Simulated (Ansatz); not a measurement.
Polymorphs of Re, each relaxed with the program Ansatz at the LDA level (PAW):

A: 9R (Sm type) (R-3m)
a = b = 2.739 Å, c = 19.858 Å, α = β = 90.00°, γ = 120.00°

```tsv
atom	site	symmetry	x	y	z
Re	3a	-3m	0.0000	0.0000	0.0000
Re	6c	3m	0.0000	0.0000	0.2222
```

B: dhcp (α-La type) (P6_3/mmc)
a = b = 2.7380 Å, c = 8.8241 Å, α = β = 90.00°, γ = 120.00°

```csv
atom,site,symmetry,x,y,z
Re,2a,-3m.,0.0000,0.0000,0.0000
Re,2c,-6m2,0.3333,0.6667,0.2500
```

### Question
Put the candidates in order of energy per atom at 0 K, lowest first, for LDA.

### Answer
B (+0 meV/atom), A (+14 meV/atom)

Not the usual ambient phase: A; B. All cells were relaxed under the symmetry of their starts (and spin orders); stability against distortions was not tested throughout. Rows with no word on spin ran without spin polarisation. Spin–orbit coupling is left out wherever it is not named.

Energies hold the estimated change up to a 700 eV cutoff; steps of a few meV lie near the error of the meshes.

Potentials: the later of the program's two PAW sets.
